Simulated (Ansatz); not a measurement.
Method: PBE, no spin polarisation; PAW, plane waves to 420 eV, 3×5×5 Γ-centred mesh, fermi-dirac occupations (width 0.1 eV) (Ansatz 0.2.0), atoms fixed.

Computed maps in the lattice plane spanned by a (left to right, 10.01 Å, 26 points from zero) and b (bottom to top, 6.09 Å, 18 points from zero), 90° apart, at height 0.345 along c. The fields are smooth PAW ones with compensation charges, not the true ones near nuclei.

Valence density. Digits on a logarithmic scale: 0 up to 0.03 e/Å³, each further digit a factor of 1.6, 9 from 1.3 e/Å³ up:
```
11100000000111112345543211
22100000000122332233332233
43210011001234554333333455
65311122111356776533335677
86421233212468888643346888
87421233212478778743347877
87421233212478778742247877
86311122111368888641146888
75300011000357887531135788
64200000000246776421124677
75200000000257996543345699
96310000001369998656656899
96420000002469999778877999
96420000002469998788887899
65421000012456876787787678
44321000012344555788887555
33210000001233334678876433
22110000001122112467764211
```

ELF. Ten even steps from '0' (0.00) to '9' (0.89):
```
00000000000000000147741000
10000000000001221012210122
53100000000135675200002576
97300011000379999720027999
99500133100599779951159977
99600355300699119961169911
89500366300598118961169811
98400366300489879850058978
86300255200368998610016899
43100022000134554200002455
22100000000122122223322221
12100000000121002367763200
12210000001221001499994100
12210000001221002797797200
22211000011222223881188322
22211000011222223883388322
11110000001111112799997211
00000000000000001489984100
```

Problem. The cell is Ga₂PbS₄. Which atoms lie within 0.2 Å of this plane, and where (fractions of a and b)?

Solution. Ga at (0.95, 0.29), Ga at (0.55, 0.29), S at (0.94, 0.63), S at (0.56, 0.63), S at (0.75, 0.13). The whole cell:
```xyz
14
Lattice="-10.0100 0.0000 0.0000 0.0000 0.0000 6.0936 0.0000 5.5005 3.0468" Properties=species:S:1:pos:R:3 pbc="T T T"
Pb   -7.5075    0.3102    6.0808
Pb   -2.5025    5.1903    3.0340
Ga   -9.4855    1.8988    2.8012
Ga   -0.5245    3.6018    5.8480
Ga   -5.5295    1.8988    2.8012
Ga   -4.4805    3.6018    5.8480
S    -9.4144    2.0088    4.9577
S    -0.5956    3.4917    8.0045
S    -5.6006    2.0088    4.9577
S    -4.4094    3.4917    8.0045
S     0.0000    0.0000    1.9847
S    -5.0050    0.0000    1.9847
S    -7.5075    2.0968    1.9591
S    -2.5025    3.4037    5.0059
```

Origin: a known structure type with other elements, at an estimated volume, so it need not be a known compound. Caveats: atoms or cell far from equilibrium.
